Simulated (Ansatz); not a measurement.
# Property card for ScC

ScC:
```cif
data_C4Sc4
_chemical_formula_sum 'Sc4 C4'
_space_group_name_H-M_alt 'Fm-3m'
_space_group_IT_number 225
_space_group_name_Hall '-F 4 2 3'
_cell_length_a 4.63282
_cell_length_b 4.63282
_cell_length_c 4.63282
_cell_angle_alpha 90.000
_cell_angle_beta 90.000
_cell_angle_gamma 90.000
loop_
_atom_site_label
_atom_site_type_symbol
_atom_site_symmetry_multiplicity
_atom_site_Wyckoff_symbol
_atom_site_fract_x
_atom_site_fract_y
_atom_site_fract_z
_atom_site_occupancy
Sc1 Sc 4 a 0.00000 0.00000 0.00000 1
C1 C 4 b 0.50000 0.50000 0.50000 1
```
(The calculation used a cell of 2 atoms; values per cell refer to that cell.)

Space group Fm-3m (No. 225), rock salt; conventional cell a = b = c = 4.633 Å, α = β = γ = 90.00°.

Method: PBEsol (plane waves, PAW; program Ansatz). Geometry: relaxed at this level of theory. Other levels are named where they apply.

Cell and energy:

```
Item                                                          Result
-----------------------------------------------------  -------------
Volume per atom                                             12.43 Å³
Density                                                   3.81 g/cm³
Formation energy from the elements (no fitted shifts)  -0.19 eV/atom
```

Electronic structure:

```
Item                                                                        Result
------------------------------------  --------------------------------------------
Electronic character                                             metallic (no gap)
Density of states at the Fermi level  0.69 states/eV per atom (mean over ±0.08 eV)
```

Mechanics:

```
Item                                                                           Value
--------------------------------------------  --------------------------------------
Bulk modulus (Birch–Murnaghan fit)                                           164 GPa
Pressure derivative B′                                                           4.0
Elastic constants (relaxed ions, GPa)              C11 = 331, C12 = 79.6, C44 = 57.9
Mechanical stability                          stable (all eigenvalues of C positive)
Hill bulk and shear moduli                                          164 and 79.4 GPa
Young's modulus                                                              205 GPa
Poisson's ratio                                                                 0.29
Debye temperature from the elastic constants                                   655 K
```

Phonons:

```
Property                                        Value
-----------------------------  ----------------------
Highest zone-centre frequency                438 cm⁻¹
Zone-centre stability          no imaginary mode at Γ
```

The first step of the workflow began from a Materials Project structure, measured or hypothetical; the Crystallography Open Database copy checked does not list it. Whether it is the stable phase at ambient conditions was not checked. The PBEsol relaxation kept the symmetry of its start. The run is not spin-polarised. As this level gives no gap, shear constants depend on the k-mesh and smearing (Fermi–Dirac, 0.1 eV here). As this level gives no gap, phonon frequencies hold no LO–TO term and depend on the k-mesh and smearing (Fermi–Dirac, 0.1 eV here). The references are the lowest solids computed at this level, not always the standard phases.

Potentials: the later of the program's two PAW sets.
